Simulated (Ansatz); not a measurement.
# How the vibrations of Ta3Ru change with volume

Level of theory: DFT LDA, scalar-relativistic, plane waves, PAW (Ansatz 0.2.0). Settings: 420 eV plane-wave cutoff, Γ-centred 12×12×12 mesh, Fermi-Dirac smearing of 0.15 eV. No spin polarisation. Phonons by linear response, acoustic sum rule imposed.

Equilibrium structure at this level:
```
CELL_PARAMETERS angstrom
0.00000 3.17357 3.17357
3.17357 0.00000 3.17357
3.17357 3.17357 0.00000
ATOMIC_POSITIONS crystal
Ta 0.25000 0.25000 0.25000
Ta 0.75000 0.75000 0.75000
Ta 0.50000 0.50000 0.50000
Ru 0.00000 0.00000 0.00000
```

In a metal, frequencies depend on the k mesh and the smearing, soft modes most. Spin–orbit coupling is left out, which can shift energies with elements as heavy as these.

Cells at 0.98 and 1.02 times the equilibrium volume were relaxed in shape and atoms; γ = −d ln ν / d ln V, modes matched by rank. Linear response on a 2×2×2 q mesh; q in fractions of the reciprocal vectors.

Q: Give the frequencies (cm⁻¹) at the three volumes and the mode Grüneisen parameters.

A:
```
               q  0.98 V    V  1.02 V     γ  degeneracy
  0.00 0.00 0.00     169  163     157  1.90           3
  0.00 0.00 0.00     194  187     179  2.06           3
  0.00 0.00 0.00     199  192     185  1.79           3
 0.00 0.00 -0.50     112  108     105  1.54           2
 0.00 0.00 -0.50     125  121     118  1.43           2
 0.00 0.00 -0.50     147  143     138  1.53           1
 0.00 0.00 -0.50     158  154     150  1.35           1
 0.00 0.00 -0.50     185  176     167  2.53           1
 0.00 0.00 -0.50     189  183     177  1.57           1
 0.00 0.00 -0.50     200  194     184  2.07           2
 0.00 0.00 -0.50     203  194     187  2.08           2
0.00 -0.50 -0.50     111  107     103  2.00           2
0.00 -0.50 -0.50     126  122     118  1.76           2
0.00 -0.50 -0.50     127  123     119  1.74           1
0.00 -0.50 -0.50     158  154     149  1.49           2
0.00 -0.50 -0.50     165  160     154  1.68           1
0.00 -0.50 -0.50     193  187     181  1.65           1
0.00 -0.50 -0.50     208  200     193  1.81           1
0.00 -0.50 -0.50     219  209     199  2.36           2
```

Q: What pressures hold the two strained cells, and what bulk modulus follows?

A: 5.35 GPa at 0.98 V and -4.83 GPa at 1.02 V, so B = −dP/d ln V ≈ 254 GPa.